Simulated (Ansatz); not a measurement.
**Clamped-ion strain scan in TiRh**

Theory: DFT r2SCAN, scalar-relativistic, plane waves, PAW (Ansatz). Settings: plane waves to 500 eV, k-mesh 16×16×14 (Γ-centred), Gaussian smearing 0.15 eV. No spin polarisation. Energies are free energies at this smearing, counted from the undisturbed cell; pressure is positive in compression.

Zero of the scan (as given, not relaxed at this level; it stands at -3.1 GPa, and it needn't be the usual structure):

```
CELL_PARAMETERS angstrom
2.98800 0.00000 0.00000
0.00000 2.98800 0.00000
0.00000 0.00000 3.35000
ATOMIC_POSITIONS crystal
Ti 0.50000 0.50000 0.50000
Rh 0.00000 0.00000 0.00000
```

The cell is strained by ε times the Voigt pattern (1, 1, 0, 0, 0, 0) (xx, yy, zz, yz, xz, xy; engineering shear) with fractional coordinates fixed. The cell is metallic on the mesh throughout.

| ε | ΔE (meV/atom) | stress summed along the pattern (GPa, tension positive) | pressure (GPa) |
| --- | --- | --- | --- |
| -0.1000 | 435.9 | -128.99 | 60.6 |
| -0.0750 | 212.2 | -82.93 | 38.9 |
| -0.0500 | 74.2 | -44.88 | 21.5 |
| -0.0250 | 8.0 | -15.49 | 7.7 |
| 0.0000 | 0.0 | 7.44 | -3.1 |
| 0.0250 | 38.7 | 24.44 | -11.4 |
| 0.0500 | 114.1 | 37.18 | -17.8 |
| 0.0750 | 218.6 | 46.49 | -22.6 |
| 0.0875 | 279.5 | 50.05 | -24.6 |
| 0.1000 | 345.4 | 53.04 | -26.3 |